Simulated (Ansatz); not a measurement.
Input:

Ga2Pt:
```yaml
crystal:
  lattice:
    - [0.00000, 2.93389, 2.93389]
    - [2.93389, 0.00000, 2.93389]
    - [2.93389, 2.93389, 0.00000]
  atoms:
    - { symbol: Ga, position: [0.75000, 0.75000, 0.75000] }
    - { symbol: Ga, position: [0.25000, 0.25000, 0.25000] }
    - { symbol: Pt, position: [0.00000, 0.00000, 0.00000] }
```

This is the LDA-relaxed structure.

Problem. All from DFT-LDA in the program Ansatz with PAW potentials, unless another level is named. Predict the Debye temperature from the elastic constants.

Solution. 191 K.

Problem. And the highest zone-centre frequency?

Solution. 21.7 meV.

Space group Fm-3m (fluorite or antifluorite type). The first step of the workflow began from a Materials Project structure, measured or hypothetical; the Crystallography Open Database files this formula in space group No. 225, but the cells were not matched. Its standing as an ambient phase is unchecked. Symmetry was held in the LDA relaxation; of distortions, only those at the zone centre were tested. The run is not spin-polarised. As this level gives no gap, shear constants depend on the k-mesh and smearing (Fermi–Dirac, 0.1 eV here). Scalar-relativistic: spin–orbit coupling is off unless named, which matters more the heavier the elements.

Potentials: the later of the program's two PAW sets.
